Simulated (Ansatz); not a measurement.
Starting cell, WSe2 (2H-MoS2 type, space group P6_3/mmc):

```yaml
crystal:
  lattice:
    - [3.29989, 0.00000, 0.00000]
    - [-1.64994, 2.85779, 0.00000]
    - [0.00000, 0.00000, 13.15129]
  atoms:
    - { symbol: W, position: [0.33333, 0.66667, 0.25000] }
    - { symbol: W, position: [0.66667, 0.33333, 0.75000] }
    - { symbol: Se, position: [0.33333, 0.66667, 0.62336] }
    - { symbol: Se, position: [0.66667, 0.33333, 0.12336] }
    - { symbol: Se, position: [0.66667, 0.33333, 0.37664] }
    - { symbol: Se, position: [0.33333, 0.66667, 0.87664] }
```

In each cell atom 1 (W, nearest neighbour Se at 2.531 Å; its periodic images, 3.3 Å or more away, move with it) moves by s·(0.707, 0.707, 0.000) (along Cartesian [110]), the rest being held.

Computed with r2SCAN+rVV10 (plane waves to 500 eV, PAW, scalar-relativistic; Ansatz, a program for electronic structure). k mesh 9×9×2 (Γ-centred), Fermi-Dirac smearing 0.05 eV. Energies are smeared free energies. As the smearing reaches across the gap at some points, energies and forces of such displacements shift with the k mesh and the smearing. Spin-orbit coupling is left out, though W is heavy. WSe2 is run without spin polarisation. WSe2 was relaxed with its symmetry unable to fall. ΔE is measured from the undisplaced structure. The last digit holds for this mesh only.

```
s (Å)   ΔE (meV/cell)
------  -------------
-0.510         2442.7
-0.408         1598.5
-0.306          907.6
-0.204          404.7
-0.102          100.9
0.000             0.0
0.102            98.4
0.204        withheld
0.306           835.6
0.408          1419.5
0.510          2072.8
```

Problem. Fit a polynomial form (powers 2, 3, 4) to the given rows and predict ΔE at s = 0.204.

Solution. Least squares on the 10 given rows: ΔE = (9691)·s² + (-1373)·s³ + (-3873)·s⁴, in meV/cell with s in Å; root-mean-square residual 3.29 meV/cell. At 0.204 the fit gives 384.9 meV/cell; the calculation gives 384.1 meV/cell, so the interpolation is off by 0.8 (+0.2 %). The quadratic term alone would give 403.3 meV/cell.

(For displaced atoms, the force is minus the slope of the energy, and its curvature is a force constant, which sets phonon frequencies.)
